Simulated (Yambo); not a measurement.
## How GW settings move the gap: K2PdC2

G0W0@PBEsol for K₂PdC₂ (space group P-3m1, No. 164) in Yambo. Reference settings: 3×3×2 Γ-centred k mesh, bands 5 to 220 and a 8 Ry block in the screening, 220 bands in G with the Bruneval-Gonze terminator, plasmon pole fitted at 27.2 eV. The PBEsol gap A → (0, 0.333, -0.5) on this mesh is 1.70 eV; G0W0 gaps are taken between the same points.

```tsv
change from the reference	G0W0 gap A → (0, 0.333, -0.5) (eV)	shift of the valence edge (eV)	rough Yambo cost
reference settings	2.70	-0.61	1
139 bands in G	2.70	-0.61	–
81 bands in W, 81 bands in G	2.73	-0.40	within a factor of two
100 bands in W	2.71	-0.48	within a factor of two
3 Ry block	2.61	-0.47	within a factor of two
2 Ry block	2.71	-0.50	within a factor of two
7 Ry block	2.69	-0.59	within a factor of two
pole fitted at 10 eV	2.66	-0.46	–
no random integration	2.67	-0.45	–
81 bands in G, no terminator	2.43	0.01	–
139 bands in G, no terminator	2.52	-0.26	–
no terminator	2.61	-0.44	–
```

The reference isn't shown to be the converged limit. Costs are rough (shared machines), scaled to the same edge states, and given only for runs that recompute the screening. The mesh misses a band edge: along a dense path the PBEsol gap is 1.37 eV against 1.70 eV on the mesh.

Spin-orbit splittings are left out.

Geometry of the Materials Project entry, not relaxed at this level; primitive cell a = b = 5.1182 Å, c = 5.2581 Å, α = β = 90.00°, γ = 120.00°.

The structure is a Materials Project entry; no match was found in the copy of COD used, and its stability was not checked.

A shift is the quasiparticle energy of the state minus its PBEsol energy.
